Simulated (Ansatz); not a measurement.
NiAu in space group R-3m (No. 166; Au on 3a, Ni on 3b) under volume change, r²SCAN (plane waves, PAW; program Ansatz), shape and atoms relaxed at each volume.

| V (Å³/atom) | E − E(relaxed) (meV/atom) | P (GPa) |
|---|---|---|
| 13.163 | 70.2 | 19.26 |
| 13.597 | 28.9 | 11.49 |
| 14.031 | 6.7 | 5.13 |
| 14.465 | 0.0 | 0.00 |
| 14.899 | 6.0 | -4.31 |
| 15.333 | 22.7 | -7.86 |
| 15.767 | 47.8 | -10.61 |

Problem. What does a third-order Birch–Murnaghan fit give for V₀, B₀ and B′?

Solution. V₀ = 14.46 Å³/atom, B₀ = 157 GPa, B′ = 5.7.

The start of the workflow was typed in or built on a structure type; neither database checked (COD, Materials Project) lists it. Its standing as an ambient phase is unchecked. The r²SCAN relaxation kept the symmetry of its start; its stability against distortions is not shown here. Spin order of the final state: ferromagnetic, the only order run, not a proven ground state. The cell computed holds one magnetic atom, so no antiferromagnetic order was within reach. Its formation energy is positive at this level, so the cell may be metastable or incomplete. Other orbital occupations within this spin state were not tried. Scalar-relativistic: spin–orbit coupling is off unless named, which matters more the heavier the elements.

Potentials: the earlier of the program's two PAW sets. The files were generated under PBE; for other functionals the program regenerates the frozen cores, and for LDA and PBEsol the local potential too.
